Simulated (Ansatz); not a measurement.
Structure: GaN in the 4H polytype structure, at its r2SCAN minimum. The symmetry is P6_3mc (No. 186, hexagonal); conventional cell a = 3.182 Å, c = 10.377 Å, 11.37 Å³ an atom. Ga is surrounded by 4 N at 1.95 Å; N is surrounded by 4 Ga at 1.95 Å.

```cif
data_structure
_symmetry_space_group_name_H-M 'P6_3mc'
_symmetry_Int_Tables_number 186
_cell_length_a 3.1817
_cell_length_b 3.1817
_cell_length_c 10.3773
_cell_angle_alpha 90.000
_cell_angle_beta 90.000
_cell_angle_gamma 120.000
_cell_volume 90.98
loop_
_atom_site_label
_atom_site_type_symbol
_atom_site_symmetry_multiplicity
_atom_site_Wyckoff_symbol
_atom_site_fract_x
_atom_site_fract_y
_atom_site_fract_z
_atom_site_occupancy
Ga1 Ga 2 a 0.00000 0.00000 0.99964 1
Ga2 Ga 2 b 0.33333 0.66667 0.24993 1
N1 N 2 a 0.00000 0.00000 0.18764 1
N2 N 2 b 0.33333 0.66667 0.43779 1
```

The questions ask for values computed with the plane-wave code Ansatz on this geometry. Simulation only: spin-unpolarised, and no claim that this is the phase found in nature.

Given (12×12×4 mesh): With r2SCAN the gap is 2.26 eV and direct, at Γ.

(1) Estimate the gap with PBE on 12×12×4.

(2) Estimate the gap with HSE06 on 6×6×2.

(3) What are ε∞ and the Born charges with r2SCAN?

Results:

(1) PBE gives a direct gap of 1.84 eV at Γ. The gap differs by -0.42 eV from r2SCAN's.

(2) The HSE06 gap is direct at Γ: 3.10 eV. The gap differs by +0.84 eV from r2SCAN's.

(3) ε∞: 5.44 along x and y, 5.53 along z. Born charges, averaged over directions: Ga +2.66 to +2.69, N -2.68 e.

The meshes of the hybrids are coarse, so their gaps aren't converged to the digits shown.
